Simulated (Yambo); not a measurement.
## SiO2: lowest vertical excitons

```
SiO2
1.0
   -4.93933     4.25819     2.55072
    4.93933    -4.25819     2.55072
    4.93933     4.25819    -2.55072
O Si
8 4
Direct
  0.07823   0.35203   0.84824
  0.50379   0.22999   0.15176
  0.07823   0.72999   0.22620
  0.50379   0.85203   0.77380
  0.93769   0.93769   0.00000
  0.93769   0.43769   0.50000
  0.87751   0.22555   0.15196
  0.07359   0.72555   0.84804
  0.14906   0.59266   0.74242
  0.85024   0.40664   0.25758
  0.14906   0.90664   0.05640
  0.85024   0.09266   0.94360
```

The geometry is that of Materials Project entry mp-555251, symmetrised and not relaxed again.

BSE in Yambo on norm-conserving PBEsol (Quantum ESPRESSO, 84 Ry, without SOC) bands: 4×4×4 mesh, 16 valence and 8 conduction bands, static screening with 111 bands and a 3 Ry block, scissor 3.04 eV, Tamm-Dancoff; field along x.

```tsv
state	energy (eV)	states within 2 meV	relative strength	class	main transitions
1	7.47	1	< 0.01	dark	VB → CB (81 %)
2	7.67	1	< 0.01	dark	several band pairs
3	7.78	1	0.04	weak	several band pairs
4	7.95	1	< 0.01	dark	several band pairs
5	8.05	1	< 0.01	dark	several band pairs
6	8.08	1	< 0.01	dark	several band pairs
```

These are vertical excitations (zero momentum); the indirect quasiparticle gap, about 8.81 eV, is smaller than the direct one (9.09 eV on the GW mesh). The direct quasiparticle gap on this mesh is 9.09 eV; counted from there, state 1 is bound by 1.62 eV. Convergence with the mesh was not shown.

Spin singlets only. Strengths are relative to the strongest of the lowest states of this run; strong means a line over 3 % of the spectrum's maximum, dark under 0.03 %. Absolute energies carry the error of the G0W0 scissor, whose convergence isn't established; the long-wavelength screening was taken along (1,1,1) although the crystal is anisotropic.

This is not the ordinary phase of the substance; no match was found in the copy of COD used, and its stability was not checked.
